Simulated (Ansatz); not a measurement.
# Relaxing a structure of MoRu

The start is a relaxed MoRu cell, doubled along one cell vector, shaken by Gaussian noise of σ = 0.08 Å a coordinate. Cell shape, volume and atoms are optimised at zero target pressure with PBEsol (plane waves to 420 eV, PAW, scalar-relativistic; Ansatz, a first-principles code). The first steps use a coarse 7×4×11 k-mesh.

Input geometry:
```yaml
crystal:
  lattice:
    - [3.03739, -3.33072, 0.00000]
    - [6.07479, 6.66144, 0.00000]
    - [0.00000, 0.00000, 2.84224]
  atoms:
    - { symbol: Ru, position: [0.81763, 0.11352, 0.45194] }
    - { symbol: Ru, position: [0.79296, 0.60558, 0.52023] }
    - { symbol: Ru, position: [0.20901, 0.39752, 0.44307] }
    - { symbol: Ru, position: [0.22070, 0.90066, 0.56024] }
    - { symbol: Mo, position: [0.28939, 0.14153, 0.99396] }
    - { symbol: Mo, position: [0.29169, 0.64156, 0.98888] }
    - { symbol: Mo, position: [0.72723, 0.34942, 0.94224] }
    - { symbol: Mo, position: [0.68605, 0.84481, 0.98892] }
```

| Property | Value |
|---|---|
| Initial pressure | +3.8 GPa (positive: the cell is compressed) |
| Energy released | 0.09 eV/atom |
| Relative to the parent | It relaxes back to the parent, Cmmm (No. 65) |
| Shortest distances (start → end) | The closest pairs of elements (up to four, under 3.6 Å), start → end: Mo–Mo 2.43 → 2.50 Å; Mo–Ru 2.49 → 2.69 Å; Ru–Ru 2.78 → 2.84 Å |
| Optimiser moves | 8 |

Relaxed structure:

```cif
data_Mo4Ru4
_chemical_formula_sum 'Ru4 Mo4'
_space_group_name_H-M_alt 'Cmmm'
_space_group_IT_number 65
_space_group_name_Hall '-C 2 2'
_cell_length_a 6.07460
_cell_length_b 6.66178
_cell_length_c 2.84232
_cell_angle_alpha 90.000
_cell_angle_beta 90.000
_cell_angle_gamma 90.000
loop_
_atom_site_label
_atom_site_type_symbol
_atom_site_symmetry_multiplicity
_atom_site_Wyckoff_symbol
_atom_site_fract_x
_atom_site_fract_y
_atom_site_fract_z
_atom_site_occupancy
Ru1 Ru 4 i 0.00000 0.28689 0.00000 1
Mo1 Mo 4 h 0.29383 0.50000 0.50000 1
```
(The calculation used a cell of 4 atoms; values per cell refer to that cell.)

Final values are on a 10×10×16 k-mesh of the relaxed cell. No spin polarisation in the result.

The relaxed structure here is a generated cell of MoRu: the first start was made by placing the elements on the sites of a structure type, and the end was not matched to a known phase here, so it may be hypothetical.
